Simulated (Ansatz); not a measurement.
SiO₂:
```xyz
3
Lattice="2.6984 0.0000 0.0000 -1.3492 2.3369 0.0000 0.0000 0.0000 5.5443" Properties=species:S:1:pos:R:3 pbc="T T T"
Si     0.0000     0.0000     0.0000
O      0.0000     1.5579     0.9157
O      1.3492     0.7790     4.6285
```

Relaxed with PBE. Special points in fractions of this cell's reciprocal vectors: Γ (0.000, 0.000, 0.000); M (0.500, 0.000, 0.000); K (0.333, 0.333, 0.000); A (0.000, 0.000, 0.500); L (0.500, 0.000, 0.500); H (0.333, 0.333, 0.500).

Question: List the band energies nearest the valence-band maximum at these points for plane-wave PAW PBE (Ansatz code).

Answer: In eV from the valence-band maximum; about four levels below and three above (degenerate sets whole), none deeper than 8.9 eV; points with the same levels are listed once.

| k | below | above |
|---|---|---|
| Γ | -2.03 -2.03 -0.97 -0.97 -0.47 | 6.25 8.40 10.87 |
| M | -3.79 -1.77 -1.37 -0.90 | 7.95 10.38 12.53 |
| K | -5.58 -5.58 -3.97 -0.73 -0.73 | 10.45 13.49 13.97 13.97 |
| A | -2.02 -2.02 -0.97 -0.97 -0.86 | 6.91 8.31 10.11 |
| L | -3.78 -1.67 -1.37 -0.90 | 7.96 10.29 12.72 |
| H | -5.60 -5.60 -3.99 -0.67 -0.67 | 10.50 13.56 13.79 13.79 |

Space group P-3m1 (CdI2 type). A made-up cell: these elements were put on the sites of a structure type; neither database checked (COD, Materials Project) lists it. It is not the phase usual at ambient conditions (space group No. 92, 152, 154). The cell was relaxed with PBE under the symmetry of its start; its stability against distortions is not shown here. A crystal of weakly bound layers computed without a dispersion correction: the cell and the soft elastic constants depend strongly on that.

Potentials: the later of the program's two PAW sets.
